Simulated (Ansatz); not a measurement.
# Fields on a plane of Pd (fcc, Cu type)

```yaml
crystal:
  lattice:
    - [0.00000, 1.95417, 1.95417]
    - [1.95417, 0.00000, 1.95417]
    - [1.95417, 1.95417, 0.00000]
  atoms:
    - { symbol: Pd, position: [0.00000, 0.00000, 0.00000] }
```

The slice is a {111} plane (indices of the conventional cell) through the point (0.000, 0.000, 0.000) (fractional), spanned by u = [100] and v = [-1 2 0] in vectors of this cell: u (2.76 Å) and v (4.79 Å, at 90° to u). It covers one period; positions are fractions (u, v).

Atoms on it: Pd at (0.00, 0.00); Pd at (0.50, 0.50).

These are r2SCAN (plane waves to 500 eV, PAW, scalar-relativistic; Ansatz, an electronic-structure program) values and carry that method's errors. k mesh 20×20×20. These are valence fields of a PAW run, semicore shells included where kept as valence: close to a nucleus they are smooth pseudo fields. Pd is run without spin polarisation. Pd was relaxed with its symmetry unable to fall.

```
v \ u  0.00  0.12  0.25  0.38  0.50  0.62  0.75  0.88
-----  ----  ----  ----  ----  ----  ----  ----  ----
0.96      x     x     x   3.2   8.6   3.2     x     x
0.86      x     x     x   8.2  10.2   8.2     x     x
0.75    7.4   7.9   8.4   7.9   7.4   7.9   8.4   7.9
0.64   10.2   8.2     x     x     x     x     x   8.2
0.54    8.6   3.2     x     x     x     x     x   3.2
0.43    9.1   4.8     x     x     x     x     x   4.8
0.32   10.3   9.2   5.0     x     x     x   4.9   9.2
0.21    2.1   4.5   7.6   9.2   9.6   9.2   7.6   4.4
0.11      x     x     x   6.6   9.7   6.6     x     x
0.00      x     x     x   2.5   8.4   2.5     x     x
```

Values: electrostatic potential energy of an electron, from the cell's mean, in eV. Points within 1 Å of a nucleus are blanked (x), as the pseudised field means little there. Values under 2 eV are set to 2. The zero, the cell's mean, hangs on the PAW cores.

```
v \ u  0.00  0.12  0.25  0.38  0.50  0.62  0.75  0.88
-----  ----  ----  ----  ----  ----  ----  ----  ----
0.93    1.1   0.9   0.4  -0.3  -0.6  -0.3   0.4   0.9
0.86    0.6   0.4  -0.1  -0.5  -0.7  -0.5  -0.1   0.4
0.79   -0.2  -0.3  -0.5  -0.6  -0.6  -0.6  -0.5  -0.3
0.71   -0.6  -0.6  -0.5  -0.3  -0.2  -0.3  -0.5  -0.6
0.64   -0.7  -0.5  -0.1   0.4   0.6   0.4  -0.1  -0.5
0.57   -0.6  -0.3   0.4   0.9   1.1   0.9   0.4  -0.3
0.50   -0.5  -0.2   0.6   1.1   1.1   1.1   0.6  -0.2
0.43   -0.6  -0.3   0.4   0.9   1.1   0.9   0.4  -0.3
0.36   -0.7  -0.5  -0.1   0.4   0.6   0.4  -0.1  -0.5
0.29   -0.6  -0.6  -0.5  -0.3  -0.2  -0.3  -0.5  -0.6
0.21   -0.2  -0.3  -0.5  -0.6  -0.6  -0.6  -0.5  -0.3
0.14    0.6   0.4  -0.1  -0.5  -0.7  -0.5  -0.1   0.4
0.07    1.1   0.9   0.4  -0.3  -0.6  -0.3   0.4   0.9
0.00    1.1   1.1   0.6  -0.2  -0.5  -0.2   0.6   1.1
```

Values: log₁₀ of the valence density in e/Å³. The scale is logarithmic, as a density can span decades between atoms and voids.

The density on the Pd–Pd line (2.76 Å) at its midpoint comes out as 0.29 e/Å³. The ELF at that point comes out as 0.19.
